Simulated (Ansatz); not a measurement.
Mo5W: stable or not

The cell was found from a structure generator's guess, not taken from experiment.

Computed with Ansatz, DFT PBE, scalar-relativistic, plane waves, PAW. Plane waves to 420 eV, a 12×12×4 mesh through Γ for the 6-atom cell and 0.10 eV Gaussian smearing; no spin polarisation.

```
Mo W
1.0
     3.16414    0.00000    0.00000
     0.00000    3.16414    0.00000
     0.00000    0.00000    9.49516
Mo W
5 1
Direct
  0.00000 0.00000 0.66608
  0.50000 0.50000 0.83288
  0.50000 0.50000 0.16712
  0.00000 0.00000 0.33392
  0.50000 0.50000 0.50000
  0.00000 0.00000 0.00000
```

Formation energies are uncorrected and refer to the elements' standard structures at the same level.

Question: These tests were run: energy against the elements; phonons on a 2×2×1 q mesh; elastic tensor. What do they show?

Answer:

```csv
test,result
energy against the elements,0.00 eV/atom
phonons on a 2×2×1 q mesh,no imaginary mode on the mesh
elastic tensor,least eigenvalue 108 GPa
```

It fails none of these tests outright. Other phases of the system weren't compared here, so this isn't yet thermodynamic stability. Undecided within the accuracy: energy against the elements.

For metals, differences of a few meV/atom aren't resolved. These runs have no spin–orbit coupling, which can matter for W. The run for the phonons used a 12×12×4 k mesh and Fermi–Dirac smearing of 0.15 eV. The run for the elastic tensor used a 12×12×4 k mesh and Fermi–Dirac smearing of 0.15 eV.
